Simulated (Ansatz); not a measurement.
AlNi (CsCl type, Pm-3m) under volume change, the program Ansatz at the LDA level (PAW), scaled uniformly.

```
V (Å³/atom)  E − E(relaxed) (meV/atom)  P (GPa)
-----------  -------------------------  -------
10.337                               …        …
10.678                            26.5    13.14
11.019                             6.3     6.04
11.360                             0.0     0.00
11.701                             5.6    -5.15
12.041                            21.4    -9.54
12.382                               …        …
```

### Question
Fill in the missing entries.

### Answer

- 12.382, E − E(relaxed) (meV/atom): 45.7
- 12.382, P (GPa): -13.27
- 10.337, E − E(relaxed) (meV/atom): 63.0
- 10.337, P (GPa): 21.49

### Question
What does a third-order Birch–Murnaghan fit give for V₀, B₀ and B′?

### Answer
V₀ = 11.36 Å³/atom, B₀ = 186 GPa, B′ = 4.3.

The cell was relaxed with LDA under the symmetry of its start. The run is not spin-polarised.

Potentials: the earlier of the program's two PAW sets. The files were generated under PBE; for other functionals the program regenerates the frozen cores, and for LDA and PBEsol the local potential too.
